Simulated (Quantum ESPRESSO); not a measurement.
```
CELL_PARAMETERS angstrom
      3.54874     0.00000     0.00000
     -1.77437     3.07330     0.00000
      0.00000     0.00000     5.59707
ATOMIC_POSITIONS crystal
  S  0.66667 0.33333 0.77966
  S  0.33333 0.66667 0.22034
  Pt 0.00000 0.00000 0.00000
```

The geometry is that of Materials Project entry mp-762, symmetrised and not relaxed again.

Q: What does PBEsol (Quantum ESPRESSO, PseudoDojo norm-conserving, 84 Ry, no spin-orbit coupling) give for the electronic structure near the Fermi level?

A: The PBEsol gap is 1.15 eV; at least one edge lies off the plotted path, at a point of the SCF mesh. The smallest direct gap is 1.20 eV. Spin-orbit coupling is left out, which matters for elements this heavy: edges can move by tenths of an eV.

The distance between layers or molecules is the database entry's, not relaxed here. Functionals without dispersion can leave it too large, which widens gaps and weakens the response across layers: the numbers belong to this cell.
